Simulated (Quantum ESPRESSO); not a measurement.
## Band energies of SrCl2

```xyz
3
Lattice="0.0000 3.4530 3.4530 3.4530 0.0000 3.4530 3.4530 3.4530 0.0000" Properties=species:S:1:pos:R:3 pbc="T T T"
Cl     5.1796     5.1796     5.1796
Cl     1.7265     1.7265     1.7265
Sr     0.0000     0.0000     0.0000
```

PBEsol (Quantum ESPRESSO, PseudoDojo norm-conserving, 68 Ry, no spin-orbit coupling); path ΓXWKΓLUWLK,UX; energies in eV from the valence-band maximum.

```csv
k (1/Å),point,band 8,band 9,band 10,band 11,band 12,band 13,band 14,band 15
0.00,Γ,-2.27,-2.27,-0.35,-0.35,-0.35,5.26,5.96,5.96
0.34,,-2.20,-1.68,-1.34,-0.34,-0.34,5.95,6.30,6.36
0.68,,-2.03,-2.03,-0.43,-0.39,-0.39,5.54,7.20,7.55
0.91,X,-1.98,-1.98,-0.43,-0.43,0.00,5.34,7.02,7.62
1.02,,-2.02,-1.93,-0.50,-0.42,-0.01,5.42,7.02,7.57
1.36,W,-2.36,-1.28,-1.28,-0.34,-0.11,6.12,6.95,7.20
1.69,K,-2.02,-1.81,-0.77,-0.56,-0.12,5.82,7.10,7.31
1.79,,-2.01,-1.69,-0.99,-0.69,-0.19,6.00,7.14,7.19
2.12,,-1.69,-1.55,-1.39,-1.14,-0.30,6.23,6.66,6.81
2.44,,-2.17,-2.10,-0.65,-0.52,-0.34,5.67,6.11,6.14
2.65,Γ,-2.27,-2.27,-0.35,-0.35,-0.35,5.26,5.96,5.96
2.75,,-2.25,-2.24,-0.41,-0.38,-0.38,5.35,6.00,6.00
3.05,,-2.04,-1.87,-0.98,-0.68,-0.68,6.39,6.39,6.39
3.34,,-1.72,-1.58,-1.40,-1.06,-1.06,6.63,6.63,7.21
3.44,L,-1.68,-1.59,-1.40,-1.11,-1.11,6.64,6.64,7.54
3.66,,-1.87,-1.69,-1.05,-0.99,-0.70,6.33,6.80,7.46
4.00,U,-2.02,-1.81,-0.77,-0.56,-0.12,5.82,7.10,7.31
4.32,W,-2.36,-1.28,-1.28,-0.34,-0.11,6.12,6.95,7.20
4.59,,-2.22,-1.45,-1.23,-0.50,-0.48,6.17,6.90,7.36
4.87,,-1.72,-1.64,-1.28,-1.09,-1.00,6.57,6.67,7.53
4.96,L,-1.68,-1.59,-1.40,-1.11,-1.11,6.64,6.64,7.54
5.12,,-1.78,-1.68,-1.12,-1.08,-0.85,6.45,6.72,7.50
5.36,,-2.00,-1.74,-0.93,-0.69,-0.31,6.03,7.08,7.28
5.52,K,-2.02,-1.81,-0.77,-0.56,-0.12,5.82,7.10,7.31
5.52,U,-2.02,-1.81,-0.77,-0.56,-0.12,5.82,7.10,7.31
5.84,X,-1.98,-1.98,-0.43,-0.43,0.00,5.34,7.02,7.62
```

The PBEsol gap is indirect, 5.26 eV, from X to Γ; the smallest direct gap is 5.34 eV.

Geometry relaxed with PBEsol.
